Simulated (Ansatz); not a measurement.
Trial structure of Ta5Si, not yet relaxed:

```cif
data_structure
_symmetry_space_group_name_H-M 'P 1'
_symmetry_Int_Tables_number 1
_cell_length_a 5.4316
_cell_length_b 5.4316
_cell_length_c 5.4316
_cell_angle_alpha 60.000
_cell_angle_beta 60.000
_cell_angle_gamma 60.000
_cell_volume 113.31
loop_
_atom_site_label
_atom_site_type_symbol
_atom_site_fract_x
_atom_site_fract_y
_atom_site_fract_z
_atom_site_occupancy
Ta1 Ta 0.11541 0.11541 0.11541 1
Ta2 Ta 0.11541 0.11541 0.65377 1
Ta3 Ta 0.11541 0.65377 0.11541 1
Ta4 Ta 0.65377 0.11541 0.11541 1
Ta5 Ta 0.75000 0.75000 0.75000 1
Si1 Si 0.50000 0.50000 0.50000 1
```

The calculation used DFT PBE, scalar-relativistic, plane waves, PAW (Ansatz 0.2.0). Plane waves to 420 eV, a k mesh through Γ of 4×4×4 on the computed 6-atom cell and Gaussian smearing (0.10 eV); no spin polarisation.

Formation energies are uncorrected and refer to the elements' standard structures at the same level.

**Question.** How far from equilibrium is it?

**Answer.** The pressure is 5.7 GPa (it wants to expand), the largest force is 6.09 eV/Å, and the energy is +0.69 eV/atom against the elements. The shortest distance is 2.51 Å.

**Question.** How much does it gain on relaxing, and where does it end?

**Answer.** Relaxing gains about 0.24 eV/atom (the start's value is from the coarse mesh, so the gain is rough) in 10 ionic steps and ends at +0.45 eV/atom on the finer mesh. The symmetry stays F-43m (No. 216). The volume per atom shrinks by 1.5 %, from 18.9 to 18.6 Å³. The shortest distance goes from 2.51 Å (Ta–Ta) to 2.69 Å (Ta–Ta). Conventional cell: a = 7.644 Å. Ta on a site of symmetry 3m has 6 Ta at 2.69–2.71 Å, 3 Ta at 3.17 Å and 3 Si at 3.17 Å; Ta on a site of symmetry -43m has 12 Ta at 3.17 Å and 4 Si at 3.31 Å; around Si lie 16 Ta at 3.17–3.31 Å.

The last run used an 8×8×8 mesh for its 6-atom cell and Gaussian smearing of 0.10 eV. Spin–orbit coupling, which can matter for Ta, is left out. The cell is a metal run without spin; a magnetic state may lie lower. The relaxation can't lower the symmetry of the start. Symmetry constrained the relaxation, so the result can be a saddle point. Another cell of Ta5Si relaxed alike, in P6/mmm, lies 0.31 eV/atom lower, so this cell isn't the stable form at this level.
